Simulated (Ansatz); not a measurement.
Level of theory: Ansatz, DFT PBE, scalar-relativistic, plane waves, PAW. The screen uses 420 eV, coarse Γ-centred meshes (up to 0.6 Å⁻¹ on the start cell), Gaussian smearing of 0.2 eV, tolerances of 0.08 eV/Å and 0.8 GPa and 16 steps at most, with the symmetry of each start kept. No spin polarisation. Energies are free energies per atom, good to about 0.1 eV/atom between metallic cells, end volumes are rough, and groups of ends are read at 0.1 Å.

Two unrelaxed guesses for GaMo:

A.

```
Ga Mo
1.0
     0.00000    2.61664    2.61664
     2.61664    0.00000    2.61664
     2.61664    2.61664    0.00000
Ga Mo
1 1
Cartesian
  0.0000 0.0000 0.0000
  2.6166 2.6166 2.6166
```

B.

```
Ga Mo
1.0
     3.16105   -3.68780    0.00000
     3.16105    3.68780    0.00000
     0.00000    0.00000    3.05242
Ga Mo
2 2
Direct
  0.78000 0.22000 0.50000
  0.22000 0.78000 0.50000
  0.28000 0.28000 0.00000
  0.72000 0.72000 0.00000
```

Problem. Which is lower as given, and which after relaxing?

Solution. As given, B is lower by 0.21 eV/atom. Relaxed, B is lower by 0.43 eV/atom, so the order holds. A goes from Fm-3m at 17.9 Å³/atom to Fm-3m at 16.9 Å³/atom and gains 0.03 eV/atom. B goes from Cmmm at 17.8 Å³/atom to Cmmm at 15.3 Å³/atom and gains 0.25 eV/atom. The closest pair in A goes from Ga–Mo at 2.62 Å to Ga–Mo at 2.57 Å. The closest pair in B goes from Mo–Mo at 2.78 Å to Ga–Ga at 2.55 Å. At the end: counting all near atoms (those within 1.25 times the shortest distance at each site; a plus sign parts nearer from farther groups), A has Ga 6, Mo 6 and B has Ga 11, Mo 11+2.
